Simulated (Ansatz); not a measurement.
YF3:
```cif
data_F18Y6
_chemical_formula_sum 'Y6 F18'
_space_group_name_H-M_alt 'P-3c1'
_space_group_IT_number 165
_space_group_name_Hall '-P 3 2"c'
_cell_length_a 6.73299
_cell_length_b 6.73299
_cell_length_c 6.92604
_cell_angle_alpha 90.000
_cell_angle_beta 90.000
_cell_angle_gamma 120.000
loop_
_atom_site_label
_atom_site_type_symbol
_atom_site_symmetry_multiplicity
_atom_site_Wyckoff_symbol
_atom_site_fract_x
_atom_site_fract_y
_atom_site_fract_z
_atom_site_occupancy
Y1 Y 6 f 0.34599 0.34599 0.75000 1
F1 F 12 g 0.37456 0.30662 0.07886 1
F2 F 4 d 0.33333 0.66667 0.18223 1
F3 F 2 a 0.00000 0.00000 0.25000 1
```

Relaxed with PBEsol. DFT-PBEsol in the program Ansatz with PAW potentials gives a gap of 7.68 eV.

Task: What gap does HSE06 give on the same cell (Ansatz, PAW)?

Result: 10.09 eV, 2.42 eV more. The hybrid was solved on a coarser mesh and at special points; the gap given is the minimum over both.

| k | v1 PBEsol | c1 PBEsol | v1 HSE06 | c1 HSE06 |
|---|---|---|---|---|
| Γ | 0.00 | 7.68 | 0.00 | 10.09 |
| A | -0.29 | 7.85 | (withheld) | (withheld) |
| K | -0.18 | 7.79 | (withheld) | (withheld) |
| H | -0.33 | 7.92 | -0.33 | 10.35 |
| M | -0.14 | 7.71 | (withheld) | (withheld) |
| L | -0.30 | 7.85 | (withheld) | (withheld) |

Task: Top valence (v1) and lowest conduction level (c1) in eV from each method's valence maximum (which need not be a listed point): supply the withheld HSE06 values.

Result: 
- L, v1 HSE06: -0.30
- L, c1 HSE06: 10.27
- K, v1 HSE06: -0.18
- K, c1 HSE06: 10.21
- A, v1 HSE06: -0.29
- A, c1 HSE06: 10.27
- M, v1 HSE06: -0.14
- M, c1 HSE06: 10.13

Cost on shared cores: the PBEsol run (SCF on a 5×5×4 mesh, then bands and DOS) about 7 core-minutes (a rough figure), the HSE06 run (SCF on 3×3×3, then a few points) about 20 core-minutes (a rough figure); the tasks are unlike.

The first step of the workflow began from a Materials Project structure, measured or hypothetical; the Crystallography Open Database copy checked does not list it. COD files the formula under space group No. 62, 221. Whether it is the stable phase at ambient conditions was not checked. Symmetry was held in the PBEsol relaxation; whether a distortion lowers the energy is not shown. The run is not spin-polarised. Spin–orbit coupling is left out wherever it is not named.

Potentials: the later of the program's two PAW sets.
